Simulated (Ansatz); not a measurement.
**MgO, first-principles data**

MgO:
```xyz
12
Lattice="3.2581 0.0000 0.0000 -1.6290 2.8216 0.0000 0.0000 0.0000 15.4968" Properties=species:S:1:pos:R:3 pbc="T T T"
Mg     0.0000     1.8811    10.0423
Mg     0.0000     1.8811    15.1750
Mg     0.0000     0.0000    12.6087
Mg     0.0000     0.0000     7.4669
Mg     0.0000     0.0000     2.2848
Mg     1.6290     0.9405     4.8603
O      0.0000     1.8811    13.1996
O      0.0000     1.8811     8.0663
O      0.0000     0.0000     0.2887
O      0.0000     0.0000    10.6332
O      0.0000     0.0000     5.4708
O      1.6290     0.9405     2.8842
```

Space group P3m1 (No. 156); conventional cell a = 3.2581 Å, b = 3.2581 Å, c = 15.4968 Å, α = 90.00°, β = 90.00°, γ = 120.00°.

Method: r²SCAN in the plane-wave PAW code Ansatz. Structure relaxed to zero pressure with the same functional. Other levels are named where they apply.

**Cell and energy**

```
Property                                                      Result
-----------------------------------------------------  -------------
Volume per atom                                             11.87 Å³
Density                                                   2.82 g/cm³
Formation energy from the elements (no fitted shifts)  -2.81 eV/atom
```

**Electronic structure**

```
Quantity                                   Result
----------------------------  -------------------
Band gap                         4.28 eV (direct)
Valence-band maximum                         at Γ
Conduction-band minimum                      at Γ
Electron effective mass       0.36 mₑ (isotropic)
Hole effective mass             0.42 along z (mₑ)
HSE06 gap on the r²SCAN cell              5.21 eV
```

**Mechanics**

```
Item                                                                                                                      Value
-----------------------------------------------------------  ------------------------------------------------------------------
Bulk modulus (Birch–Murnaghan fit)                                                                                      124 GPa
Pressure derivative B′                                                                                                      3.8
Elastic constants (relaxed ions, GPa)                        C11 = 201, C12 = 105, C13 = 83.3, C14 = 0.0, C33 = 185, C44 = 53.7
Mechanical stability                                                                     stable (all eigenvalues of C positive)
Hill bulk and shear moduli                                                                                     125 and 52.1 GPa
Young's modulus                                                                                                         137 GPa
Poisson's ratio                                                                                                            0.32
Debye temperature from the elastic constants                                                                              628 K
Piezoelectric stress constants (proper, relaxed ions, C/m²)                     e15 = e24 = 0.41, e31 = e32 = 0.58, e33 = -1.37
```

**Dielectric response**

```
Item                                                                             Value
--------------------------------------------------------  ----------------------------
Electronic dielectric constant ε∞ (DFPT)                     2.81 (xx = yy), 2.86 (zz)
Static dielectric constant ε0 (ions relaxed, cell fixed)     5.43 (xx = yy), 6.11 (zz)
Born charges (a third of the trace)                       Mg +1.82 to +1.84, O -1.83 e
Largest static χ(2) component                                                 4.0 pm/V
```

**Phonons**

```
Quantity                                                             Value
--------------------------------------------------  ----------------------
Highest zone-centre frequency (without LO–TO term)                684 cm⁻¹
Zone-centre stability                               no imaginary mode at Γ
```

**Charges**

```
Property                    Result
-------------  -------------------
Bader charges  Mg +1.73, O -1.73 e
```

The workflow started from a Materials Project entry (that database holds measured and hypothetical structures alike); the Crystallography Open Database copy checked does not list it. It is not the phase usual at ambient conditions (space group No. 225). Symmetry was held in the r²SCAN relaxation. Signs of piezoelectric constants follow the polarity of the cell as given. The references are the lowest solids computed at this level, not always the standard phases (solids in place of the gases).

Potentials: the earlier of the program's two PAW sets.
